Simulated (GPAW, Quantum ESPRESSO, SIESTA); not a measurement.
# Ga3Se: energy against volume and a worked fit

```yaml
crystal:
  lattice:
    - [4.43246, 0.00000, 0.00000]
    - [0.00000, 4.43246, 0.00000]
    - [0.00000, 0.00000, 4.43246]
  atoms:
    - { symbol: Se, position: [0.00000, 0.00000, 0.00000] }
    - { symbol: Ga, position: [0.50000, 0.50000, 0.00000] }
    - { symbol: Ga, position: [0.50000, 0.00000, 0.50000] }
    - { symbol: Ga, position: [0.00000, 0.50000, 0.50000] }
```

The cell comes from a database or a generator and needn't be the stable form of this composition.

The cell was scaled at fixed shape and fractions and run with SIESTA, files PseudoDojo sr-pbe-0.4.1-standard, DZP (energy shift 0.003 Ry; two zetas on semicore shells); PBE, k mesh 6 × 6 × 6 on the cell of 4 atoms, fermi-dirac occupations of 0.05 eV, no spin polarisation, no spin-orbit coupling. Energies are those that the program minimises, any entropy of the smearing included. For a metal such a mesh isn't converged to the digits shown.

| V (Å³/atom) | energy over the lowest row (meV/atom) |
| --- | --- |
| 20.4646 | 14.818 |
| 20.9000 | ? |
| 21.3355 | 2.528 |
| 21.7709 | 0.000 |
| 22.2063 | 0.311 |
| 22.6417 | 2.912 |
| 23.0771 | 6.872 |

Problem. Fit the third-order Birch-Murnaghan form, give V0, B0 and B′, and predict the energy left open.

Solution. With y = (V0/V)^(2/3), E = E0 + (9 V0 B0/16) [(y - 1)³ B′ + (y - 1)² (6 - 4y)]. Least squares through the rows shown give V0 = 21.9505 Å³/atom, E0 = -0.001 meV, B0 = 41.97 GPa (1 eV/Å³ = 160.218 GPa) and B′ = 4.10, with a largest miss of 0.209 meV, so B0 and B′ are loose. At V = 20.9000 the form with these constants gives 7.156 meV; the run gave 7.190 meV an atom. Other set-ups at this level, from all their volumes (Å³/atom, GPa): GPAW, GPAW PAW data sets (gpaw-data 1.2.1): V0 21.305, B0 41.4; Quantum ESPRESSO, SSSP 1.3 efficiency PBE: V0 21.455, B0 39.82.
